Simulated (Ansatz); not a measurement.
Relaxed Zn (hcp, Mg type):

```xyz
2
Lattice="2.6222 0.0000 0.0000 -1.3111 2.2709 0.0000 0.0000 0.0000 5.1932" Properties=species:S:1:pos:R:3 pbc="T T T"
Zn     0.0000     1.5139     3.8949
Zn     1.3111     0.7570     1.2983
```

A phonon eigenvector at Γ is frozen into this cell: atom i moves by Q times the vector below, so Q is the largest atomic displacement, in Å. The cell is held.

```json
[
 {"atom": "Zn1", "x": "0.000", "y": "0.000", "z": "-1.000"},
 {"atom": "Zn2", "x": "0.000", "y": "0.000", "z": "1.000"}
]
```

All values below come from PBE (plane waves to 420 eV, PAW, scalar-relativistic; Ansatz, a first-principles code). k mesh 20×20×9 (Γ-centred), Fermi-Dirac smearing 0.05 eV. With partly filled bands, energies and forces of such displacements shift with the k mesh and the smearing. The PAW data are Ansatz's earlier set. Zn was relaxed with its symmetry unable to fall. 

```
Q (Å)   −dE/dQ from forces (eV/Å)
------  -------------------------
-0.180                      1.527
-0.150                      1.192
-0.120                      0.894
-0.090                      0.630
-0.060                      0.397
-0.030                      0.190
0.000                       0.000
0.030                      -0.190
0.060                      -0.397
0.090                      -0.630
0.120                      -0.894
0.150                      -1.192
0.180                      -1.527
```

Problem. What harmonic wavenumber does the curvature at Q = 0 give?

Solution. 114 cm⁻¹. E″ = 6.24 eV/Å², M = Σ mᵢ|uᵢ|² = 130.8 u, ν̃ = 521.5·√(|E″|/M).

(A displaced cell: forces are minus the slopes of the energy, force constants its curvatures, and phonons follow from these.)
